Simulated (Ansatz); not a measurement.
Polymorphs of GeS, each relaxed with plane-wave PAW LDA (Ansatz code):

A: Pnma
a = 10.193 Å, b = 3.642 Å, c = 4.090 Å, α = 90.00°, β = 90.00°, γ = 90.00°

```tsv
atom	site	symmetry	x	y	z
Ge	4c	.m.	0.1187	0.2500	0.1188
S	4c	.m.	0.3529	0.2500	0.0066
```

B: Cmcm
a = 3.781 Å, b = 10.420 Å, c = 3.762 Å, α = 90.00°, β = 90.00°, γ = 90.00°

```csv
atom,site,symmetry,x,y,z
Ge,4c,m2m,0.0000,0.1294,0.7500
S,4c,m2m,0.0000,0.6435,0.2500
```

Question: Order them by energy per atom at 0 K (lowest first) at the level LDA.

Answer: A (+0 meV/atom), B (+31 meV/atom)

Question: Give each one's gap.

Answer: A 0.70 eV; B no gap.

Standing as an ambient phase not checked: B. Weakly bound layers, chains or molecules computed without a dispersion correction, so cells and soft constants are ill determined: A; B. Unstable at this level: B. All cells were relaxed under the symmetry of their starts (and spin orders); stability against distortions was not tested throughout. Scalar-relativistic: spin–orbit coupling is off unless named, which matters more the heavier the elements.

Energies hold the estimated change up to a 700 eV cutoff; steps of a few meV lie near the error of the meshes.

Potentials: the later of the program's two PAW sets.
